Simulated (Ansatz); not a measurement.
GeRh₂:
Space group Pnma (No. 62); a = 5.417 Å, b = 4.002 Å, c = 7.577 Å, α = 90.00°, β = 90.00°, γ = 90.00°

| atom | site | symmetry | x | y | z |
|---|---|---|---|---|---|
| Ge | 4c | .m. | 0.2099 | 0.2500 | 0.1040 |
| Rh | 4c | .m. | 0.0307 | 0.2500 | 0.7933 |
| Rh | 4c | .m. | 0.1634 | 0.2500 | 0.4307 |

Relaxed at zero pressure with DFT-PBEsol in the program Ansatz with PAW potentials.

The volume is lowered by 6 % and shape and atoms relax at that volume. What pressure results, and how do the axes share the change?

16.8 GPa; a -2.9 %, b -1.6 %, c -1.6 %; the energy rises by 40 meV/atom.

Give the new structure.


Space group Pnma (No. 62); a = 5.262 Å, b = 3.937 Å, c = 7.454 Å, α = β = γ = 90.00°

```
atom  site  symmetry       x       y       z
----  ----  --------  ------  ------  ------
Ge      4c       .m.  0.2041  0.2500  0.1033
Rh      4c       .m.  0.0325  0.2500  0.7903
Rh      4c       .m.  0.1652  0.2500  0.4311
```

The phase is kept; no other phase was compared at this pressure.

The workflow started from an entry of the Crystallography Open Database (COD). Whether it is the stable phase at ambient conditions was not checked. Symmetry was held in the PBEsol relaxation; its stability against distortions is not shown here. No spin polarisation was allowed.

Potentials: the later of the program's two PAW sets.
